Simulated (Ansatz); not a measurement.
SiW:
```yaml
crystal:
  lattice:
    - [3.05647, 0.00000, 0.00000]
    - [0.00000, 3.05647, 0.00000]
    - [0.00000, 0.00000, 3.05647]
  atoms:
    - { symbol: W, position: [0.00000, 0.00000, 0.00000] }
    - { symbol: Si, position: [0.50000, 0.50000, 0.50000] }
```

Relaxed with PBE. Special points in fractions of this cell's reciprocal vectors: Γ (0.000, 0.000, 0.000); X (0.000, 0.500, 0.000); M (0.500, 0.500, 0.000); R (0.500, 0.500, 0.500).

### Question
List the band energies nearest the Fermi level at these points for the program Ansatz at the PBE level (PAW).

### Answer
In eV from the Fermi level; about four levels below and three above (degenerate sets whole), none deeper than 8.9 eV; points with the same levels are listed once.

```tsv
k	below	above
Γ	-3.66 -3.66	1.82 1.82 1.82
X	-7.95 -2.44 -1.75 -1.75	2.36 4.01 5.36
M	-3.59 -3.59 -0.39 -0.39	4.10 5.09 5.19
R	-6.01 -6.01 -6.01 -3.63	3.15 3.15 3.15
```

Space group Pm-3m (CsCl type). A made-up cell: these elements were put on the sites of a structure type; neither database checked (COD, Materials Project) lists it. Whether it is the stable phase at ambient conditions was not checked. Symmetry was held in the PBE relaxation; whether a distortion lowers the energy is not shown. No spin polarisation was allowed. Scalar-relativistic: spin–orbit coupling is off unless named, which matters more the heavier the elements.

Potentials: the later of the program's two PAW sets.
